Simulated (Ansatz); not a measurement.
Input and command of a plane-wave DFT calculation in Ansatz:

```yaml
crystal:
  lattice:
    - [0.0, 2.395182231, 2.395182231]
    - [2.395182231, 0.0, 2.395182231]
    - [2.395182231, 2.395182231, 0.0]
  atoms:
    - { symbol: B, position: [0.0, 0.0, 0.0] }
    - { symbol: As, position: [0.25, 0.25, 0.25] }
basis:
  ecutwfc: 420
kpoints:
  mp_grid: { grid: [6, 6, 6] }
hamiltonian:
  xc: hse06
scf:
  occupations: { method: gaussian, width: 0.05 }
output:
  forces: true
  stress: true
  eigenvalues: true
```

```bash
ansatz run input.yaml --threads 4 --pin off --max-ram 12288MiB --backend cpu --events-out ev --progress --plain --runs-dir out
```

Processor: Intel(R) Xeon(R) Platinum 8259CL CPU @ 2.50GHz (Skylake/Cascade Lake), 4 threads, on a host shared with other jobs.

Task: How long does it run, and how much memory does it take?

Result: About 14 s on 4 threads of Intel(R) Xeon(R) Platinum 8259CL CPU @ 2.50GHz (Skylake/Cascade Lake) (shared host), peak memory 0.92 GiB. It solves 13 bands at 16 k points (the mesh reduced by symmetry) with about 537 plane waves, in 12 SCF iterations.
